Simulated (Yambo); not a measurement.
Absorption of CsLiSO5H4 (space group Cm, No. 8) with and without the electron-hole interaction (Yambo, PBEsol bands; 4×4×4 mesh, 10 valence and 13 conduction bands, static screening with 84 bands and a 3 Ry block, scissor 2.67 eV, Tamm-Dancoff; field along x). Axes are Cartesian, with cell vectors (Å) (6.07, -2.87, 0.00), (6.07, 2.87, 0.00), (-1.57, 0.00, 4.55).

```csv
E (eV),"Im ε, BSE","Im ε, independent quasiparticles"
4.80,0.06,0.02
4.90,0.07,0.02
5.00,0.08,0.02
5.10,0.10,0.02
5.20,0.12,0.02
5.30,0.15,0.02
5.40,0.21,0.02
5.50,0.32,0.03
5.60,0.55,0.03
5.70,0.94,0.03
5.80,0.98,0.03
5.90,0.64,0.03
6.00,0.47,0.04
6.10,0.47,0.04
6.20,0.61,0.04
6.30,0.98,0.04
6.40,1.41,0.05
6.50,1.13,0.05
6.60,0.73,0.06
6.70,0.57,0.06
6.80,0.52,0.07
6.90,0.57,0.08
7.00,0.66,0.09
7.10,0.69,0.11
7.20,0.80,0.14
7.30,1.04,0.17
7.40,1.48,0.24
7.50,2.29,0.36
7.60,3.29,0.52
7.70,3.10,0.70
7.80,2.16,0.91
7.90,1.73,1.03
8.00,1.60,1.10
8.10,1.69,1.11
8.20,1.90,1.18
8.30,2.23,1.33
8.40,2.36,1.34
8.50,2.14,1.19
8.60,2.01,1.15
8.70,2.08,1.22
8.80,2.18,1.23
8.90,2.17,1.18
9.00,2.05,1.16
9.10,1.96,1.11
9.20,1.85,1.18
9.30,1.68,1.34
9.40,1.51,1.51
9.50,1.50,1.72
9.60,1.48,1.80
9.70,1.45,1.79
9.80,1.41,1.75
9.90,1.41,1.80
10.00,1.43,1.95
10.10,1.36,2.04
10.20,1.38,2.07
10.30,1.36,2.16
10.40,1.41,2.27
10.50,1.42,2.15
10.60,1.46,1.95
10.70,1.44,1.83
10.80,1.44,1.77
10.90,1.45,1.79
11.00,1.47,1.82
11.10,1.51,1.83
11.20,1.45,1.82
11.30,1.44,1.79
11.40,1.38,1.75
11.50,1.32,1.76
11.60,1.15,1.73
11.70,1.02,1.73
```

The scissor comes from a G0W0 run whose convergence isn't established. Broadening 0.15 eV. The band window holds all transitions up to 12.5 eV. Fine structure above the onset can come from the mesh.

Geometry of the Materials Project entry, not relaxed at this level; primitive cell a = b = 6.7101 Å, c = 4.8122 Å, α = β = 107.13°, γ = 50.65°.
